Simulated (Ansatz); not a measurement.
Calculated field gradients at the nuclei for BN

The cell is a computed structure from the Materials Project (it need not be an observed phase), whose atoms a relaxation with PBE at fixed cell left in place.

```yaml
crystal:
  lattice:
    - [2.50164, 0.00000, 0.00000]
    - [-1.25082, 2.16648, 0.00000]
    - [0.00000, 0.00000, 7.36932]
  atoms:
    - { symbol: B, position: [0.66667, 0.33333, 0.75000] }
    - { symbol: B, position: [0.33333, 0.66667, 0.25000] }
    - { symbol: N, position: [0.00000, 0.00000, 0.75000] }
    - { symbol: N, position: [0.00000, 0.00000, 0.25000] }
```

Sites (sets of like atoms) are named by element and the number of their first atom in this list.

Method: Kohn–Sham DFT in Ansatz, PBE, plane waves and PAW, scalar-relativistic, 420 eV cutoff, Γ-centred 14×14×4 k-points, Fermi–Dirac smearing 0.02 eV.

V_zz is the principal component of the electric field gradient with the largest magnitude, η = (V_xx − V_yy)/V_zz and C_Q = eQV_zz/h.

B-11: I = 3/2, Q = 40.59 mb; ¹⁴N: I = 1, Q = 20.44 mb. Q values from Pyykkö, Mol. Phys. 116, 1328 (2018).

```csv
site,atoms (order as listed),first shell,V_zz (10²¹ V/m²),η,C_Q (MHz)
B,"1, 2",3 N at 1.44 Å,2.79,0.00,2.74
N,"3, 4",3 B at 1.44 Å,-0.23,0.00,-0.113
```

An axis of threefold or higher order runs through B and N, so V_zz lies along it and η is zero.
